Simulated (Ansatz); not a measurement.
Trial structure of Ca₂SnF₆, not yet relaxed:

```xyz
9
Lattice="0.0000 3.9710 3.9710 3.9710 0.0000 3.9710 3.9710 3.9710 0.0000" Properties=species:S:1:pos:R:3 pbc="T T T"
Ca    1.9855    1.9855    1.9855
Ca    5.9565    5.9565    5.9565
Sn    0.0000    0.0000    0.0000
F     1.9855    3.9710    3.9710
F     5.9565    3.9710    3.9710
F     3.9710    1.9855    3.9710
F     3.9710    5.9565    3.9710
F     3.9710    3.9710    1.9855
F     3.9710    3.9710    5.9565
```

All numbers below come from DFT PBE, scalar-relativistic, plane waves, PAW in Ansatz. Plane waves to 420 eV, a k mesh through Γ of 4×4×4 on the computed 9-atom cell and Gaussian smearing (0.10 eV); no spin polarisation.

Energies over the elements count from the elements' standard structures at the same level (F₂ as a molecule), with no fitted energy shifts. The references include grey tin.

Question: How far from equilibrium is it?

Answer: The pressure is 19.2 GPa (it wants to expand), the largest force is 3.04 eV/Å, and the energy is −2.41 eV/atom against the elements. The shortest distance is 1.99 Å.

Question: How much does it gain on relaxing, and where does it end?

Answer: Relaxing gains about 0.23 eV/atom in 12 ionic steps and ends at −2.636 eV/atom on the finer mesh. The symmetry stays Fm-3m (No. 225). The volume per atom grows by 12.9 %, from 13.9 to 15.7 Å³. The shortest distance goes from 1.99 Å (Sn–F) to 2.21 Å (Sn–F). Conventional cell: a = 8.270 Å. Ca has 12 F at 2.93 Å; around Sn lie 6 F at 2.21 Å; around F lie 1 Sn at 2.21 Å, 4 F at 2.72 Å and 4 Ca at 2.93 Å.

The last run used a 6×6×6 mesh for its 9-atom cell and Gaussian smearing of 0.02 eV. The relaxation can't lower the symmetry of the start. A structure relaxed within its symmetry needn't be a true minimum.
